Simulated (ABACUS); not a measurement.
A self-consistent single point of MoS2 (R3m, 3 atoms in the cell; from Materials Project mp-1434) with ABACUS.

Computed with PBEsol, numerical atomic orbitals TZDP (confined pseudo-atomic orbitals with Gaussian additions; energy shift 0.01 Ry), PseudoDojo 0.4 standard norm-conserving PBEsol (tails mended) pseudopotentials (ABACUS).

```yaml
crystal:
  lattice:
    - [1.59215, 0.91923, 6.48210]
    - [-1.59215, 0.91923, 6.48210]
    - [0.00000, -1.83846, 6.48210]
  atoms:
    - { symbol: Mo, position: [0.99978, 0.99978, 0.99978] }
    - { symbol: S, position: [0.41294, 0.41294, 0.41294] }
    - { symbol: S, position: [0.25330, 0.25330, 0.25330] }
```

Reference input (self-consistent single point, DFT, PBEsol, numerical atomic orbitals TZDP (confined pseudo-atomic orbitals with Gaussian additions; energy shift 0.01 Ry), PseudoDojo 0.4 standard norm-conserving PBEsol (tails mended) pseudopotentials): basis = TZDP numerical atomic orbitals, energy shift 0.01 Ry; KPT = Gamma 6 6 6 0 0 0; basis_type = lcao; ecutwfc = 100 Ry; smearing_method = fd; smearing_sigma = 0.000734986 Ry; potentials = PseudoDojo 0.4 standard norm-conserving PBEsol (tails mended); symmetry = 1; symmetry_prec = 1e-05; ks_solver = scalapack_gvx; scf_nmax = 100; scf_thr = 1.0e-07. This run's input differs from it in these lines:

```diff
@@ -18,2 +18,3 @@
 out_mul              1
+gamma_only           1
 device               cpu
@@ -49,7 +50,2 @@
   -0.0000000000    0.0000000000    4.9258061289 1 1 1
-# file: KPT
-K_POINTS
-0
-Gamma
-6 6 6 0 0 0
```

The program printed (abridged):

```
 SELF-CONSISTENT
 -------------------------------------------

                  longest orb rcut (Bohr) = 8.1
   longest nonlocal projector rcut (Bohr) = 1.66
                     search radius (Bohr) = 16.2

                          real space grid = [ 81, 81, 81 ]

                                 init_chg = atomic

 LCAO ALGORITHM --------------- ION=   1  ELEC=   1--------------------------------

 Density error is 0.121689530399
 E_KohnSham     -184.1140585923      -2505.0002787605
 E_Fermi        0.7930039801         10.7893726664

 LCAO ALGORITHM --------------- ION=   1  ELEC=   2--------------------------------

   [... lines left out ...]

   [... 8 blocks of this kind left out ...]

 LCAO ALGORITHM --------------- ION=   1  ELEC=  11--------------------------------

 Density error is 2.36109245437e-07
 E_KohnSham     -184.1874782145      -2505.9992039675
 E_Fermi        0.7927054658         10.7853111709

 LCAO ALGORITHM --------------- ION=   1  ELEC=  12--------------------------------

 Density error is 3.31734618037e-08
 E_KohnSham     -184.1874782145      -2505.9992039674
 E_KS(sigma->0) -184.1874782145      -2505.9992039674
 E_entropy(-TS) 0.0000000000         0.0000000000
 E_Fermi        0.7927054658         10.7853111708
 charge density convergence is achieved
 final etot is -2505.999204 eV
 EFERMI = 10.785311171 eV

 STATE ENERGY(eV) AND OCCUPATIONS    NSPIN == 1
   [... 20 lines left out ...]

 TOTAL-FORCE (eV/Angstrom)
                       Mo1         0.0000000000         0.0000000000         0.0695648927
                        S1         0.0000000000         0.0000000000        -3.7191902350
                        S2         0.0000000000         0.0000000000         3.6496253422

 TOTAL-STRESS (KBAR)
       235.9076518528        -0.0000000000        -0.0000000000
         0.0000000000       235.9077704653        -0.0000000000
         0.0000000000        -0.0000000000      -141.7802158473
 TOTAL-PRESSURE: 110.011735 KBAR

 --------------------------------------------
 !FINAL_ETOT_IS -2505.9992039674393709 eV
 --------------------------------------------
```

The run converged in 12 iterations. Against the reference run the free energy goes up by 2.80 eV/atom, the pressure goes from -2.72 to 11.00 GPa and the largest force goes from under 0.1 to 3.72 eV/Å.

The atom-centred basis is finite, which shifts total energies, pressures and forces against plane waves. This run is one point of a test of settings, so its values need not be converged; read them against the reference run alone. The structure comes from a collection of computed structures, made at another level of theory; the collection holds predicted forms beside known ones. With one or two k-points the zone of this small cell is coarsely sampled: energies, forces and stress carry that error and can break the symmetry, so a converged loop does not mean converged values.

Cost on one core: around 50 core-seconds (rough).

The atomic orbitals were generated for these runs; they are not ABACUS's published sets and were checked against plane waves on a few crystals only.

“Tails mended”: in these copies of the files the far tail of each local potential was reset to the Coulomb form.
